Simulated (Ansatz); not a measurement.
Trial structure of CaHfO, not yet relaxed:

```
CELL_PARAMETERS angstrom
4.22457 0.00000 0.00000
-2.11228 3.65858 0.00000
0.00000 0.00000 3.52637
ATOMIC_POSITIONS crystal
Ca 0.00000 0.00000 0.50000
Hf 0.66667 0.33333 0.00000
O 0.33333 0.66667 0.50000
```

All numbers below come from Ansatz 0.2.0, DFT PBE, scalar-relativistic, plane waves, PAW. Cutoff 420 eV; k points 6×6×6 on the computed 3-atom cell (Γ-centred); Gaussian smearing, width 0.10 eV; no spin polarisation.

The zero of energy is the elements' standard structures at the same level (O₂ as a molecule); no fitted shifts are applied.

**Question.** What does a single point on this coarse mesh give?

**Answer.** The pressure is 4.0 GPa (the mean over three directions, positive in compression), the largest force is 0.00 eV/Å (symmetry fixes the atoms), and the energy is +0.09 eV/atom against the elements. The shortest distance is 2.44 Å.

**Question.** How much does it gain on relaxing, and where does it end?

**Answer.** Relaxing gains about 0.65 eV/atom (the start's value is from the coarse mesh, so the gain is rough) in 27 ionic steps and ends at −0.56 eV/atom on the finer mesh. The symmetry stays P-6m2 (No. 187). The volume per atom grows by 30.6 %, from 18.2 to 23.7 Å³. The shortest distance goes from 2.44 Å (Ca–O) to 2.07 Å (Ca–O). The ratio c/a of the conventional cell changes by a factor of 2.13. Conventional cell: a = 3.591 Å, c = 6.374 Å. Around Ca lie 3 O at 2.07 Å, 6 Ca at 3.59 Å and 6 Hf at 3.80 Å; Hf has 6 Hf at 3.59 Å, 6 Ca at 3.80 Å and 6 O at 3.80 Å; O is surrounded by 3 Ca at 2.07 Å, 6 O at 3.59 Å and 6 Hf at 3.80 Å.

The last run used a 12×12×8 mesh (in the run's order of axes) for its 3-atom cell and Gaussian smearing of 0.10 eV. These runs have no spin–orbit coupling, which can matter for Hf. The relaxation can't lower the symmetry of the start. A structure relaxed within its symmetry needn't be a true minimum. Another cell of CaHfO relaxed alike, in P4/mmm, lies 1.03 eV/atom lower, so this cell isn't the stable form at this level.
